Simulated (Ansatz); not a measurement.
A relaxed structure of BAs is spoiled in several ways and relaxed again each time (noise and exchanges are one random draw each; pressure is positive under compression). The numbers are results of PBE (plane waves to 420 eV, PAW, scalar-relativistic; Ansatz, a first-principles code), not measurements.

```cif
data_As4B4
_chemical_formula_sum 'As4 B4'
_space_group_name_H-M_alt 'F-43m'
_space_group_IT_number 216
_space_group_name_Hall 'F -4 2 3'
_cell_length_a 4.80946
_cell_length_b 4.80946
_cell_length_c 4.80946
_cell_angle_alpha 90.000
_cell_angle_beta 90.000
_cell_angle_gamma 90.000
loop_
_atom_site_label
_atom_site_type_symbol
_atom_site_symmetry_multiplicity
_atom_site_Wyckoff_symbol
_atom_site_fract_x
_atom_site_fract_y
_atom_site_fract_z
_atom_site_occupancy
As1 As 4 c 0.25000 0.25000 0.25000 1
B1 B 4 a 0.00000 0.00000 0.00000 1
```
(The calculation used a cell of 2 atoms; values per cell refer to that cell.)

```json
[
 {"change": "with every coordinate shifted by Gaussian noise of σ = 0.2 Å", "first pressure (GPa)": "3.1", "first V (Å³/atom)": "13.91", "released (eV/atom)": "0.19", "moves": "4", "outcome": "returns to the parent", "final group": "F-43m", "E − E(parent) (eV/atom)": "0.000"},
 {"change": "with every coordinate shifted by Gaussian noise of σ = 0.1 Å", "first pressure (GPa)": "1.2", "first V (Å³/atom)": "13.91", "released (eV/atom)": "0.078", "moves": "4", "outcome": "returns to the parent", "final group": "F-43m", "E − E(parent) (eV/atom)": "0.000"},
 {"change": "deformed by the Cartesian strain tensor (xx, yy, zz, yz, xz, xy) = (0.036, -0.045, 0.019, -0.045, -0.015, -0.010)", "first pressure (GPa)": "…", "first V (Å³/atom)": "13.99", "released (eV/atom)": "…", "moves": "5", "outcome": "…", "final group": "…", "E − E(parent) (eV/atom)": "…"},
 {"change": "doubled along one cell vector, shaken by Gaussian noise of σ = 0.08 Å a coordinate", "first pressure (GPa)": "1.2", "first V (Å³/atom)": "13.91", "released (eV/atom)": "0.084", "moves": "4", "outcome": "returns to the parent", "final group": "F-43m", "E − E(parent) (eV/atom)": "0.000"}
]
```

Fill in the missing entries.


- deformed by the Cartesian strain tensor (xx, yy, zz, yz, xz, xy) = (0.036, -0.045, 0.019, -0.045, -0.015, -0.010), first pressure (GPa): 0.7
- deformed by the Cartesian strain tensor (xx, yy, zz, yz, xz, xy) = (0.036, -0.045, 0.019, -0.045, -0.015, -0.010), released (eV/atom): 0.10
- deformed by the Cartesian strain tensor (xx, yy, zz, yz, xz, xy) = (0.036, -0.045, 0.019, -0.045, -0.015, -0.010), outcome: returns to the parent
- deformed by the Cartesian strain tensor (xx, yy, zz, yz, xz, xy) = (0.036, -0.045, 0.019, -0.045, -0.015, -0.010), final group: F-43m
- deformed by the Cartesian strain tensor (xx, yy, zz, yz, xz, xy) = (0.036, -0.045, 0.019, -0.045, -0.015, -0.010), E − E(parent) (eV/atom): 0.000

First-step values come from each run's starting, coarser k-mesh (8×8×8, 8×4×8). Each cell has its own k-point mesh; energy differences are given only to the digits this allows. No spin polarisation in the result.
